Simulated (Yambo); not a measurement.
G0W0@LDA for BP (zinc blende, space group F-43m, No. 216) in Yambo. Reference settings: 6×6×6 Γ-centred k mesh, 84 bands and a 14 Ry block in the screening, 84 bands in G with the Bruneval-Gonze terminator, plasmon pole fitted at 27.2 eV. The LDA gap Γ → X on this mesh is 1.26 eV; G0W0 gaps are taken between the same points.

```tsv
change from the reference	G0W0 gap Γ → X (eV)	shift of the valence edge (eV)
reference settings	2.13	-0.72
44 bands in W, 44 bands in G, 11 Ry block	2.11	-0.60
44 bands in W, 44 bands in G, 5 Ry block, no terminator	1.96	-0.33
44 bands in W, 44 bands in G, no terminator	2.06	-0.44
2 Ry block	1.79	-0.10
26 bands in W, 26 bands in G, no terminator	(withheld)	-0.17
15 bands in W, 15 bands in G, 5 Ry block	(withheld)	-0.14
64 bands in W, 64 bands in G	2.13	-0.68
```

Question: Estimate the withheld gaps from the other rows; the computed values follow.

Answer: 
- 26 bands in W, 26 bands in G, no terminator, G0W0 gap Γ → X (eV): 2.02
- 15 bands in W, 15 bands in G, 5 Ry block, G0W0 gap Γ → X (eV): 2.05

The reference isn't shown to be the converged limit. The mesh misses a band edge: along a dense path the LDA gap is 1.16 eV against 1.26 eV on the mesh.

Geometry relaxed with LDA; primitive cell a = 3.1728 Å, b = 3.1728 Å, c = 3.1728 Å, α = 60.00°, β = 60.00°, γ = 60.00°.

A shift is the quasiparticle energy of the state minus its LDA energy.
